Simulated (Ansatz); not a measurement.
Input file for Ansatz (an electronic-structure program):

Ansatz 0.2 input:
```yaml
crystal:
  lattice:
    - [3.2814259737, 0.0, 0.0]
    - [-1.6407129869, 2.8417982539, 0.0]
    - [0.0, 0.0, 5.6838416223]
  atoms:
    - { symbol: Ga, position: [0.3333333333, 0.6666666667, 0.5021253713] }
    - { symbol: Cd, position: [0.6666666667, 0.3333333333, 0.9797419168] }
    - { symbol: O, position: [0.3333333333, 0.6666666667, 0.1708736192] }
    - { symbol: N, position: [0.6666666667, 0.3333333333, 0.5972490927] }
kpoints:
  mp_grid: { grid: [10, 10, 5] }
hamiltonian:
  xc: pbesol
  pseudopotentials: { azcp: { folder: ./paw }, kind: paw }
scf:
  occupations: { method: fixed }
dielectric: {}
```

Output (shortened):

```
Pseudopotential: Ga, paw, valence charge 13
Pseudopotential: Cd, paw, valence charge 20
Pseudopotential: O, paw, valence charge 6
Pseudopotential: N, paw, valence charge 5
Functional definition: PBEsol
Crystal: 4 atoms, lattice volume = 53.003 Å³
Basis set: ecut = 420 eV, 1051 PW (Γ), exchange–correlation on 48×48×80 points (8 copies of the dense FFT grid, shifted against one another)
Bands: 27, of which v1, the nominal top of the filled ones, is band 22 counted from 1 (21 counted from 0)
Symmetry: 6 space group operations
k-points: 141 of 500 (irreducible under 2 space group operations, time reversal used)
SCF iter   1: F=—  HF=-12868.642270 eV  |F-HF|=—  |Δ(HF+E_count)|=         —  Δρ=1.01e-1  dr2=6.14e0  ethr=3.10e-3  ⟨swp⟩=4.0  Hψ=12370  notcnv=0  defer=214
preconditioner: auto → Resta (q_TF=auto, 2.645 Å⁻¹)
SCF iter   2: F=—  HF=-12867.377374 eV  |F-HF|=—  |Δ(HF+E_count)|=    1.26e0  Δρ=4.46e-2  dr2=7.39e-1  ethr=3.10e-3  ⟨swp⟩=2.5  Hψ=8132  notcnv=0  defer=395
SCF iter   3: F=—  HF=-12867.260715 eV  |F-HF|=—  |Δ(HF+E_count)|=   1.17e-1  Δρ=2.02e-2  dr2=2.06e-1  ethr=1.68e-3  ⟨swp⟩=2.0  Hψ=5367  notcnv=0  defer=423
SCF iter   4: F=—  HF=-12867.218179 eV  |F-HF|=—  |Δ(HF+E_count)|=   4.25e-2  Δρ=4.44e-3  dr2=1.53e-2  ethr=4.67e-4  ⟨swp⟩=2.7  Hψ=5475  notcnv=0  defer=423
SCF iter   5: F=—  HF=-12867.216807 eV  |F-HF|=—  |Δ(HF+E_count)|=   1.37e-3  Δρ=2.18e-3  dr2=2.24e-3  ethr=3.48e-5  ⟨swp⟩=3.0  Hψ=7587  notcnv=0  defer=423
SCF iter   6: F=—  HF=-12867.217479 eV  |F-HF|=—  |Δ(HF+E_count)|=   6.72e-4  Δρ=6.01e-4  dr2=2.42e-4  ethr=5.10e-6  ⟨swp⟩=2.0  Hψ=6345  notcnv=0  defer=423
SCF iter   7: F=—  HF=-12867.217456 eV  |F-HF|=—  |Δ(HF+E_count)|=   2.29e-5  Δρ=2.92e-4  dr2=4.15e-5  ethr=5.49e-7  ⟨swp⟩=2.0  Hψ=6440  notcnv=0  defer=423
SCF iter   8: F=—  HF=-12867.217454 eV  |F-HF|=—  |Δ(HF+E_count)|=   2.82e-6  Δρ=1.18e-4  dr2=7.61e-6  ethr=9.42e-8  ⟨swp⟩=2.0  Hψ=6060  notcnv=0  defer=161
SCF iter  14: F=-12867.217452 eV  HF=-12867.217452 eV  |F-HF|=2.36e-11  |Δ(HF+E_count)|=  4.47e-10  Δρ=3.50e-7  dr2=8.28e-11  ethr=1.00e-12  ⟨swp⟩=7.2  Hψ=15577  notcnv=0
SCF 1 converged in 14 iterations: F = -12867.217452 eV  dr2 = 8.28e-11
NSCF: frozen V_eff on 5 k-points
DFPT response loops at Γ: preconditioner auto → Resta (q_TF=auto, 2.645 Å⁻¹)  ε∞=10.9 (no band partly filled) …
── the response to a field inside a basis, on 18×18×10 k-points: an SCF that follows is theirs, and a resumed run solves both again ──
Crystal: 4 atoms, lattice volume = 53.003 Å³
Bands: 23, of which v1, the nominal top of the filled ones, is band 22 counted from 1 (21 counted from 0)
k-points: 855
SCF iter   1: F=—  HF=-12867.210062 eV  |F-HF|=—  |Δ(HF+E_count)|=         —  Δρ=3.43e-4  dr2=1.52e-5  ethr=1.00e-1
preconditioner: auto → Resta (q_TF=auto, 2.645 Å⁻¹)
SCF iter   2: F=—  HF=-12867.210063 eV  |F-HF|=—  |Δ(HF+E_count)|=   9.38e-7  Δρ=2.13e-4  dr2=9.21e-6  ethr=3.46e-8
SCF iter   3: F=—  HF=-12867.210063 eV  |F-HF|=—  |Δ(HF+E_count)|=   1.47e-8  Δρ=5.95e-5  dr2=7.70e-7  ethr=2.09e-8
SCF iter   4: F=-12867.210062 eV  HF=-12867.210062 eV  |F-HF|=4.50e-8  |Δ(HF+E_count)|=   9.62e-7  Δρ=9.04e-6  dr2=2.44e-8  ethr=1.75e-9
SCF 1 converged in 4 iterations: F = -12867.210062 eV  dr2 = 2.44e-8
DFPT response loops at Γ: preconditioner auto → Resta (q_TF=auto, 2.645 Å⁻¹)  ε∞=10.4 (no band partly filled) …
SCF converged after 14 iterations
Free energy (F): -12867.217452 eV
Harris-Foulkes:  -12867.217452 eV  (|F-HF|=2.36e-11)
Internal energy: -12867.217452 eV  (E = F + TS)
E sigma→0 (E₀):  -12867.217452 eV
Fermi energy:    9.763653 eV
--- Per-component energies (eV) ---
  E_band       = -430.986263
  E_kinetic    = 847.046704
  E_local      = -4977.541187  (includes V_loc(G=0)·N_el)
  E_nonlocal   = 123.697125
  E_hartree    = 2514.000536
  E_xc         = -346.570342
  E_vxc        = -415.892083  (∫ρ·V_xc dr)
  E_paw        = -6267.156569  (= ΣΔE_a)
  E_vpaw       = -1036.299869  (= ΣTr[D̂ρ^β])
  E_aug_tail   = 0.001766  (compensation charges beyond the density's cutoff)
  E_ewald      = -4761.963811
  E_core_change = 1.268327  (= ΣΔE_core)
  E_smearing   =  0.000000  (= −TS)
  E_closure    =  0.000000  (closes the sum)
  Σ components = -12867.217452   (vs F -12867.217452, Δ=0.00e0)
  [band-id]    e_kinetic+e_local+e_nonlocal+2·e_hartree+e_vxc+e_vpaw+e_augmentation_tail = -430.986471   (vs E_band -430.986263, Δ=-2.08e-4)
--- Band table (eV; the first three rows and the last of 141) ---
  k-point 0: bands = ["-90.7369", "-51.8728", "-51.8728", "-51.7944", "-7.8943", "-4.8690", "-3.3545", "-3.3545", "-3.1383", "-3.1383", "-2.7343", "2.4818", "2.5120", "2.5120", "3.2290", "3.2290", "3.9738", "8.7583", "8.7583", "9.1488", "9.7637", "9.7637", …
  k-point 1: bands = ["-90.7369", "-51.8728", "-51.8728", "-51.7944", "-7.8826", "-4.8693", "-3.3545", "-3.3545", "-3.1384", "-3.1384", "-2.7782", "2.2697", "2.5122", "2.5122", "3.2258", "3.2258", "4.5072", "8.2395", "8.8290", "8.8290", "9.6908", "9.6908", …
  k-point 2: bands = ["-90.7369", "-51.8728", "-51.8728", "-51.7944", "-7.8632", "-4.8700", "-3.3546", "-3.3546", "-3.1386", "-3.1386", "-2.8485", "2.0486", "2.5126", "2.5126", "3.2207", "3.2207", "5.6046", "6.9489", "8.9793", "8.9793", "9.5364", "9.5364", …
  k-point 140: bands = ["-90.7361", "-51.8860", "-51.8794", "-51.7927", "-7.5525", "-4.5072", "-3.2573", "-3.2100", "-3.1539", "-3.0829", "-1.8024", "2.4595", "2.6831", "2.8883", "3.1132", "3.3529", "4.7436", "5.9022", "6.6959", "7.0545", "8.3310", "8.7748", …
--- Dielectric response (ions clamped): 3 representative field directions + reference, inside a basis on a mesh of 3240 k-points (Σ response iterations 21) ---
  ε∞ (high-frequency dielectric tensor):
        6.912153     0.000000     0.000000
        0.000000     6.912153     0.000000
        0.000000     0.000000     6.964145
  Born effective charges Z* (e; rows j = field, columns β = displacement):
    site 0:
         2.76992    0.00000    0.00000
         0.00000    2.76992    0.00000
         0.00000    0.00000    2.75348
    site 1:
         2.04960    0.00000    0.00000
         0.00000    2.04960    0.00000
         0.00000    0.00000    2.40258
    site 2:
        -2.10683    0.00000    0.00000
         0.00000   -2.10683    0.00000
         0.00000    0.00000   -3.09399
    site 3:
        -2.71268    0.00000    0.00000
         0.00000   -2.71268    0.00000
         0.00000    0.00000   -2.06207
  Z* charge neutrality: 2.288e-3 e pre-enforcement
  solved inside a basis spanned on kpoints, on 18×18×10 k-points transformed towards the longest dipole …
```

Cost: around 6 core-minutes (rough) on shared cores.

Space group P3m1. The start of the workflow was typed in or built on a structure type; neither database checked (COD, Materials Project) lists it. Whether it is the stable phase at ambient conditions was not checked. The cell was relaxed with PBEsol under the symmetry of its start; whether a distortion lowers the energy is not shown. Scalar-relativistic: spin–orbit coupling is off unless named, which matters more the heavier the elements.

Potentials: the earlier of the program's two PAW sets. The files were generated under PBE; for other functionals the program regenerates the frozen cores, and for LDA and PBEsol the local potential too.

Ansatz is a plane-wave DFT program.
